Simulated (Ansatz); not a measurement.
According to plane-wave PAW HSE06 (Ansatz code), HfSiO₄ in the tetragonal phase (I4_1/amd; Hf on 4a, Si on 4b, O on 16h) relaxes to a = 6.591 Å, c = 5.960 Å. Si has 4 nearest neighbours from 1.62 Å (tetrahedral).

It is gapped at this level: 7.24 eV (indirect). Gap from HSE06 with spin–orbit coupling: 7.24 eV (at the special points and the edges found without it).

An equation-of-state fit gives a bulk modulus of 228 GPa. Bader charges are Hf +2.85, Si +3.31, O -1.54 e.

The cell was relaxed with HSE06 under the symmetry of its start. No spin polarisation was allowed. The hybrid was solved on a coarse mesh, the path and, where they were found, the r²SCAN edge points; its band edges are the extreme levels among these. Scalar-relativistic: spin–orbit coupling is off unless named, which matters more the heavier the elements.

Potentials: the later of the program's two PAW sets.
